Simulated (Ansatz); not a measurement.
TaAs in space group I4_1md (No. 109; Ta on 4a, As on 4a) at seven volumes, LDA (plane waves, PAW; program Ansatz), shape and atoms relaxed at each. One row is withheld.

```csv
V (Å³/atom),P (GPa)
15.182,22.81
15.682,13.98
16.183,6.43
16.683,0.00
17.184,-5.48
17.684,-10.15
18.185,?
```

Q: Fit the shown pressures and predict the withheld one.

A: Third-order Birch–Murnaghan: P = (3/2)B₀(x^(7/2) − x^(5/2))[1 + (3/4)(B′ − 4)(x − 1)] with x = (V₀/V)^(2/3). Least squares on the six rows gives V₀ = 16.684 Å³/atom, B₀ = 197.5 GPa, B′ = 4.28. At V = 18.185, x = 0.9442 and P = -14.16 GPa. The run itself gave -14.13 GPa.

The cell was relaxed with LDA under the symmetry of its start. The run is not spin-polarised. Spin–orbit coupling is left out wherever it is not named.

Potentials: the earlier of the program's two PAW sets. The files were generated under PBE; for other functionals the program regenerates the frozen cores, and for LDA and PBEsol the local potential too.
